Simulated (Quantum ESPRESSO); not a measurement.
## Al3IrRe2ZrGa (input and log of a self-consistent run)

Computed values, not a measurement. The program is pw.x of Quantum ESPRESSO 7.5 (plane-wave density functional theory). The cell is made up: eight metal atoms on a face-centred cubic lattice, with elements, volume, strain and displacements drawn at random and not relaxed, so it may be unstable or far from any real phase. PseudoDojo standard norm-conserving files set the functional (PBE unless stated); there is no spin polarisation or spin-orbit coupling, the Fermi-Dirac width of 0.25 eV means electrons at about 2900 K, and the masses in the input are unused placeholders. Heavy elements are run without spin-orbit coupling, which real alloys of them have. A spin test at this wide smearing found no moment, but such smearing suppresses magnetism that the real alloy may have.

Input:

```
&control calculation='scf', pseudo_dir='./dojo.nc.sr.pbe.v0_5.standard.upf', outdir='./o', disk_io='medium', tprnfor=.true., tstress=.true. /
&system ibrav=0, nat=8, ntyp=5, nbnd=54, ecutwfc=79.96652505, nosym=.true., tot_charge=0,
 occupations='smearing', smearing='fd', degauss=0.0183746611
/
&electrons conv_thr=1.470e-08, electron_maxstep=70, mixing_beta=0.5 /
ATOMIC_SPECIES
Al 1.0 Al.upf
Ga 1.0 Ga.upf
Ir 1.0 Ir.upf
Re 1.0 Re.upf
Zr 1.0 Zr.upf
CELL_PARAMETERS angstrom
1.9776 3.9726 1.9969
-0.0315 4.0242 -4.0655
-4.0406 4.0288 -0.0269
ATOMIC_POSITIONS angstrom
Al -0.0838 -0.1059 -0.0153
Ir -1.977 1.8651 -0.0578
Re 0.0923 2.0134 -2.0651
Al -2.0225 3.8897 -1.9762
Zr -0.2317 4.025 -0.039
Re -2.1107 6.0817 -0.0269
Ga 0.038 5.9348 -2.0767
Al -2.0393 8.1123 -2.0153
K_POINTS automatic
5 5 5 1 1 1
```

The log is shortened where brackets say so; the opening notice, blank lines, dates and the lines on written files are dropped, and the path of the files is cut. It prints rydbergs, bohrs and kilobars, and counts compression as positive stress. Its total energy is the free energy E - TS of the whole cell.

```
     Program PWSCF v.7.5
     Parallel version (MPI & OpenMP), running on       1 processor cores
     Number of MPI processes:                 1
     Threads/MPI process:                     1
     [start-up lines left out]
     bravais-lattice index     =            0
     lattice parameter (alat)  =       9.1958  a.u.
     unit-cell volume          =     874.9115 (a.u.)^3
     number of atoms/cell      =            8
     number of atomic types    =            5
     number of electrons       =        81.00
     number of Kohn-Sham states=           54
     kinetic-energy cutoff     =      79.9665  Ry
     charge density cutoff     =     319.8661  Ry
     scf convergence threshold =      1.5E-08
     mixing beta               =       0.5000
     number of iterations used =            8  plain     mixing
     Exchange-correlation= PBE
                           (   1   4   3   4   0   0   0)
     [axes and pseudopotential details left out]
   Cartesian axes
     site n.     atom                  positions (alat units)
         1        Al     tau(   1) = (  -0.0172208  -0.0217623  -0.0031441  )
         2        Ir     tau(   2) = (  -0.4062705   0.3832752  -0.0118778  )
         3        Re     tau(   3) = (   0.0189675   0.4137506  -0.4243749  )
         4        Al     tau(   4) = (  -0.4156206   0.7993274  -0.4061061  )
         5        Zr     tau(   5) = (  -0.0476140   0.8271313  -0.0080144  )
         6        Re     tau(   6) = (  -0.4337456   1.2497800  -0.0055279  )
         7        Ga     tau(   7) = (   0.0078089   1.2195923  -0.4267587  )
         8        Al     tau(   8) = (  -0.4190730   1.6670652  -0.4141411  )
     number of k points=    63  Fermi-Dirac smearing, width (Ry)=  0.0184
                       cart. coord. in units 2pi/alat
        k(    1) = (   0.0008868   0.1216801   0.0007418), wk =   0.0320000
        k(    2) = (  -0.1806762   0.1815620   0.0614221), wk =   0.0320000
     [further k points left out]
     Dense  grid:    84513 G-vectors     FFT dimensions: (  54,  64,  64)
     Estimated max dynamical RAM per process >     152.07 MB
     Initial potential from superposition of free atoms
     starting charge      80.9868, renormalised to      81.0000
     Starting wfcs are   61 randomized atomic wfcs
     total cpu time spent up to now is       26.6 secs
     per-process dynamical memory:    92.3 Mb
     Self-consistent Calculation
     iteration #  1     ecut=    79.97 Ry     beta= 0.50
     Davidson diagonalization with overlap
     ethr =  1.00E-02,  avg # of iterations =  3.7
     Threshold (ethr) on eigenvalues was too large:
     Diagonalizing with lowered threshold
     Davidson diagonalization with overlap
     ethr =  3.34E-04,  avg # of iterations =  3.9
     total cpu time spent up to now is      192.1 secs
     total energy              =    -845.60997097 Ry
     estimated scf accuracy    <       0.27892233 Ry
     iteration #  2     ecut=    79.97 Ry     beta= 0.50
     Davidson diagonalization with overlap
     ethr =  3.44E-04,  avg # of iterations =  5.2
     total cpu time spent up to now is      286.3 secs
     total energy              =    -845.58226375 Ry
     estimated scf accuracy    <       0.57334104 Ry
     iteration #  3     ecut=    79.97 Ry     beta= 0.50
     Davidson diagonalization with overlap
     ethr =  3.44E-04,  avg # of iterations =  2.0
     total cpu time spent up to now is      342.1 secs
     total energy              =    -845.65471114 Ry
     estimated scf accuracy    <       0.32066662 Ry
     iteration #  4     ecut=    79.97 Ry     beta= 0.50
     Davidson diagonalization with overlap
     ethr =  3.44E-04,  avg # of iterations =  1.5
     total cpu time spent up to now is      393.9 secs
     total energy              =    -845.67999927 Ry
     estimated scf accuracy    <       0.05160159 Ry
     iteration #  5     ecut=    79.97 Ry     beta= 0.50
     Davidson diagonalization with overlap
     ethr =  6.37E-05,  avg # of iterations =  2.7
     total cpu time spent up to now is      451.2 secs
     total energy              =    -845.68334336 Ry
     estimated scf accuracy    <       0.09380754 Ry
     [iterations 6 to 7 left out]
     iteration #  8     ecut=    79.97 Ry     beta= 0.50
     Davidson diagonalization with overlap
     ethr =  1.08E-06,  avg # of iterations =  2.0
     total cpu time spent up to now is      654.8 secs
     total energy              =    -845.69141973 Ry
     estimated scf accuracy    <       0.00006319 Ry
     iteration #  9     ecut=    79.97 Ry     beta= 0.50
     Davidson diagonalization with overlap
     ethr =  7.80E-08,  avg # of iterations =  2.0
     total cpu time spent up to now is      719.7 secs
     total energy              =    -845.69142861 Ry
     estimated scf accuracy    <       0.00000329 Ry
     iteration # 10     ecut=    79.97 Ry     beta= 0.50
     Davidson diagonalization with overlap
     ethr =  4.06E-09,  avg # of iterations =  3.7
     total cpu time spent up to now is      785.6 secs
     total energy              =    -845.69142927 Ry
     estimated scf accuracy    <       0.00000043 Ry
     iteration # 11     ecut=    79.97 Ry     beta= 0.50
     Davidson diagonalization with overlap
     ethr =  5.36E-10,  avg # of iterations =  2.2
     total cpu time spent up to now is      845.9 secs
     total energy              =    -845.69142932 Ry
     estimated scf accuracy    <       0.00000003 Ry
     iteration # 12     ecut=    79.97 Ry     beta= 0.50
     Davidson diagonalization with overlap
     ethr =  3.74E-11,  avg # of iterations =  4.4
     total cpu time spent up to now is      917.2 secs
     End of self-consistent calculation
     [lines on levels left out]
!    total energy              =    -845.69142933 Ry
     estimated scf accuracy    <          4.6E-09 Ry
     smearing contrib. (-TS)   =      -0.08532404 Ry
     internal energy E=F+TS    =    -845.60610529 Ry
     The total energy is F=E-TS. E is the sum of the following terms:
     one-electron contribution =    -279.56406877 Ry
     hartree contribution      =     184.22621594 Ry
     xc contribution           =    -181.50840212 Ry
     ewald contribution        =    -568.75985034 Ry
     convergence has been achieved in  12 iterations
     Forces acting on atoms (cartesian axes, Ry/au):
     atom    1 type  1   force =     0.03686997    0.02357970    0.00353863
     atom    2 type  3   force =    -0.02088840    0.00209196    0.03647014
     atom    3 type  4   force =     0.02871321    0.00298728    0.01398001
     atom    4 type  1   force =    -0.04251722    0.00646964   -0.03068232
     atom    5 type  5   force =     0.08216106   -0.00788326    0.00560014
     atom    6 type  4   force =    -0.03576068   -0.01412549   -0.04193600
     atom    7 type  2   force =    -0.02220682    0.00999413   -0.00142566
     atom    8 type  1   force =    -0.02637112   -0.02311396    0.01445508
     Total force =     0.140118     Total SCF correction =     0.000208
     Computing stress (Cartesian axis) and pressure
          total   stress  (Ry/bohr**3)                   (kbar)     P=      -27.77
  -0.00007937   0.00011427  -0.00004637          -11.68       16.81       -6.82
   0.00011427  -0.00046625   0.00015127           16.81      -68.59       22.25
  -0.00004637   0.00015127  -0.00002064           -6.82       22.25       -3.04
     init_run     :     24.15s CPU     26.36s WALL (       1 calls)
     electrons    :    845.96s CPU    890.63s WALL (       1 calls)
     forces       :     12.58s CPU     12.75s WALL (       1 calls)
     stress       :     49.47s CPU     49.73s WALL (       1 calls)
     [timing details left out]
     PWSCF        :  15m32.68s CPU  16m20.39s WALL
     JOB DONE.
```

In other units: free energy -11506.218 eV for the cell, pressure -2.78 GPa, largest force component 2.112 eV/Å in size. The run took 982 s of wall time with one process on a shared machine (AMD EPYC, Zen 5, virtual cores), so the time is rough. A rerun of this cell at a higher cutoff and on a denser mesh moved values by no more than 0.003 eV in energy, 0.02 GPa in stress and 0.004 eV/Å in force, and a second program with other atomic files agreed on that cell to 2 % rms in force and 0.5 GPa in pressure.